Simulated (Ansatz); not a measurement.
## Ta$_{2}$N (P-31m): electronic heat capacity and spin susceptibility from the density of states

These are results of Ansatz 0.2.0, DFT r2SCAN, scalar-relativistic, plane waves, PAW, not measurements.

Settings: cutoff 500 eV, Γ-centred mesh 12×12×8 on the computed 9-atom cell, Gaussian smearing of 0.10 eV; no spin polarisation.

Relaxed cell: P-31m, a = 5.291 Å, b = 5.291 Å, c = 4.930 Å, α = 90.00°, β = 90.00°, γ = 120.00°, 9 atoms in the primitive cell. Whether it is the stable form of this composition wasn't checked.

The density of states at the Fermi level is 2.685 states/eV in the cell of 9 atoms (3 formula units; both spins, tetrahedra on a 18×18×12 mesh).

Q: What Sommerfeld coefficient and Pauli susceptibility does this give?

A: Per formula unit N(E_F) = 0.895 states/eV. γ = (π²/3) k_B² N(E_F) N_A = 2.357 mJ/(mol K²) per state/eV, so γ = 2.1 mJ/(mol K²), a mole of formula units. χ_P = μ_B² N(E_F) N_A = 3.23×10⁻⁵ emu/mol per state/eV gives 2.9×10⁻⁵ emu/mol. This is the bare band result: a measured γ of the same phase is as a rule larger by a factor 1 + λ from phonons and spin fluctuations, the spin part of χ is larger by the Stoner factor, and a measured χ also holds orbital and core terms. N(E_F) at one energy is sensitive to the mesh where the density of states has sharp peaks.

Spin-orbit coupling is left out, which matters for the bands of heavy elements.

Cost: 1 run of about 7.9 core-minutes, on Arm Neoverse V2 (shared hosts).